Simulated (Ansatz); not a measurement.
# Ca₃P₂: stationary points along a deformation path

The calculation used DFT LDA, scalar-relativistic, plane waves, PAW in Ansatz 0.2.0. Cutoff 420 eV, Γ-centred 8×8×8 k-points, Gaussian smearing of 0.03 eV. No spin polarisation. Energies are free energies at this smearing, counted from the undisturbed cell; pressure is positive in compression.

The starting cell (as given, not relaxed at this level; it stands at -2.9 GPa, and it needn't be the usual structure):

```xyz
5
Lattice="5.3100 0.0000 0.0000 0.0000 5.3100 0.0000 0.0000 0.0000 5.3100" Properties=species:S:1:pos:R:3 pbc="T T T"
Ca    0.0000    2.6550    2.6550
Ca    2.6550    0.0000    2.6550
Ca    2.6550    2.6550    0.0000
P     0.0000    0.0000    0.0000
P     2.6550    2.6550    2.6550
```

At fixed volume and fractional coordinates, lengths along (0.577, 0.577, 0.577) are scaled against those across it; ρ is that ratio over its starting value. V = 29.944 Å³/atom. Δσ is the stress along the axis less the mean stress across it (compression positive).

```csv
ρ,ΔE (meV/atom),Δσ (GPa),space group
0.500,458.4,0.10,R-3m
0.710,246.7,9.78,R-3m
1.000,0.0,0.00,Pm-3m
1.410,190.0,-8.33,R-3m
2.000,662.2,-13.70,R-3m
```

Problem. How does the stress give the slope of the energy, and where is the energy stationary?

Solution. Along the path d ln(length) is 2/3 d ln ρ on the axis and −1/3 d ln ρ across it, so dE/d ln ρ = −(2/3) V Δσ: the energy falls with ρ where Δσ is positive. Δσ vanishes or changes sign at ρ = 1.000 (Pm-3m), a minimum at 0.0 meV/atom. Pairs of stationary points between two samples would go unseen, and could change a minimum read from distant neighbours into a maximum. At ρ = 1.000 the cell is cubic, where symmetry alone makes the stress isotropic and the slope zero.

The gap closes along the scan, which can put kinks into the curve.